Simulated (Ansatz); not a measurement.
ZrSeS:
```xyz
3
Lattice="3.7380 0.0000 0.0000 -1.8690 3.2372 0.0000 0.0000 0.0000 6.1056" Properties=species:S:1:pos:R:3 pbc="T T T"
Zr     0.0000     0.0000     0.0778
Se     1.8690     1.0791     4.5673
S      0.0000     2.1581     1.4606
```

Relaxed with r²SCAN+D4. r²SCAN+D4 (plane waves, PAW; program Ansatz) gives a gap of 0.96 eV.

**Question.** What gap does HSE06 give on the same cell (Ansatz, PAW)?

**Answer.** 1.35 eV, 0.39 eV more. The hybrid was solved on a coarser mesh and at special points; the gap given is the minimum over both.

| k | v1 r²SCAN+D4 | c1 r²SCAN+D4 | v1 HSE06 | c1 HSE06 |
|---|---|---|---|---|
| Γ | 0.00 | 1.57 | 0.00 | 2.05 |
| A | -0.13 | 1.54 | ? | ? |
| K | -1.72 | 2.27 | ? | ? |
| H | -1.96 | 2.33 | ? | ? |
| M | -1.23 | 1.13 | ? | ? |
| L | -0.99 | 0.96 | -1.12 | 1.35 |

**Question.** Top valence (v1) and lowest conduction level (c1) in eV from each method's valence maximum (which need not be a listed point): supply the withheld HSE06 values.

**Answer.** 
- M, v1 HSE06: -1.36
- M, c1 HSE06: 1.52
- H, v1 HSE06: -2.13
- H, c1 HSE06: 2.87
- A, v1 HSE06: -0.14
- A, c1 HSE06: 2.02
- K, v1 HSE06: -1.94
- K, c1 HSE06: 2.79

Cost on shared cores: the r²SCAN+D4 run (SCF on a 9×9×5 mesh, then bands and DOS) very roughly 70 core-seconds, the HSE06 run (SCF on 6×6×4, then a few points) about 5 core-minutes (a rough figure); the tasks are unlike.

Space group P3m1. The workflow started from a Materials Project entry (that database holds measured and hypothetical structures alike); the Crystallography Open Database copy checked does not list it. With Se and S taken as one species the cell has the higher symmetry P-3m1, so it may be an ordered model of a mixed-site phase. Its standing as an ambient phase is unchecked. Symmetry was held in the r²SCAN+D4 relaxation; whether a distortion lowers the energy is not shown. The run is not spin-polarised. Scalar-relativistic: spin–orbit coupling is off unless named, which matters more the heavier the elements.

Potentials: the later of the program's two PAW sets.
